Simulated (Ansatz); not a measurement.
SiO₂:
```xyz
12
Lattice="0.0000 4.3957 -2.4888 0.0000 4.3957 2.4888 8.2951 0.0000 0.0000" Properties=species:S:1:pos:R:3 pbc="T T T"
Si     7.7751     2.9493    -0.0225
Si     0.5200     5.8421    -0.0225
Si     4.6675     2.9493    -0.0225
Si     3.6276     5.8421    -0.0225
O      0.0000     4.3957    -0.5138
O      4.1475     4.3957    -0.5138
O      4.4947     6.2940     1.2580
O      3.8004     2.4975     1.2580
O      7.9480     6.2940     1.2580
O      0.3471     2.4975     1.2580
O      2.0738     5.7772     0.3971
O      6.2213     3.0142     0.3971
```

Relaxed with r²SCAN. Special points in fractions of this cell's reciprocal vectors: Γ (0.000, 0.000, 0.000); Y (0.500, 0.500, 0.000); F0 (0.330, 0.670, 0.000); Δ0 (-0.330, 0.330, 0.000); Z (0.000, 0.000, 0.500); B0 (-0.330, 0.330, 0.500); G0 (0.330, 0.670, 0.500); T (0.500, 0.500, 0.500); S (0.000, 0.500, 0.000); R (0.000, 0.500, 0.500).

Q: List the band energies nearest the valence-band maximum at these points for DFT-r²SCAN in the program Ansatz with PAW potentials.

A: In eV from the valence-band maximum; about four levels below and three above (degenerate sets whole), none deeper than 8.9 eV; points with the same levels are listed once.

| k | below | above |
|---|---|---|
| Γ | -0.70 -0.34 -0.11 0.00 | 6.41 8.94 9.26 |
| Y | -0.78 -0.67 -0.40 -0.06 | 8.82 9.07 9.72 |
| F0 | -0.73 -0.67 -0.65 -0.19 | 9.35 9.66 9.78 |
| Z | -0.44 -0.44 -0.11 -0.11 | 7.27 7.27 10.07 10.07 |
| B0 | -0.55 -0.55 -0.45 -0.45 | 9.57 9.57 9.82 9.82 |
| T | -0.56 -0.56 -0.29 -0.29 | 9.19 9.19 9.43 9.43 |
| S | -0.79 -0.62 -0.46 -0.13 | 8.76 9.15 9.87 |
| R | -0.62 -0.52 -0.37 -0.33 | 9.08 9.29 9.49 |

Space group Ama2. The first step of the workflow began from a Materials Project structure, measured or hypothetical; the Crystallography Open Database copy checked does not list it. It is not the phase usual at ambient conditions (space group No. 92, 152, 154). The cell was relaxed with r²SCAN under the symmetry of its start; its stability against distortions is not shown here.

Potentials: the later of the program's two PAW sets.
